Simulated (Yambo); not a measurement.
G0W0@PBEsol for KScS2O8 (space group C2/m, No. 12) in Yambo. Reference settings: 2×2×1 Γ-centred k mesh, bands 2 to 277 and a 7 Ry block in the screening, 277 bands in G with the Bruneval-Gonze terminator, plasmon pole fitted at 27.2 eV. The PBEsol gap (-0.5, -0.5, 0) → (-0.5, -0.5, 0) on this mesh is 4.25 eV; G0W0 gaps are taken between the same points.

The settings were changed. The gap went from 8.00 eV to 8.12 eV, and the shift of the valence edge from -1.39 eV to -0.76 eV.

Task: Which change was made?
(A) 6 Ry block
(B) 182 bands in W, 182 bands in G
(C) 182 bands in G
(D) 111 bands in G, no terminator

Result: D, 111 bands in G, no terminator. The others gave (gap, valence shift): 6 Ry block: 8.00, -1.36 eV; 182 bands in G: 8.00, -1.38 eV; 182 bands in W, 182 bands in G: 8.03, -1.33 eV.

Geometry of the Materials Project entry, not relaxed at this level; primitive cell a = 5.0442 Å, b = 5.0442 Å, c = 8.1828 Å, α = 93.94°, β = 93.94°, γ = 64.31°.

The structure is a Materials Project entry; no match was found in the copy of COD used, and its stability was not checked.

A shift is the quasiparticle energy of the state minus its PBEsol energy.
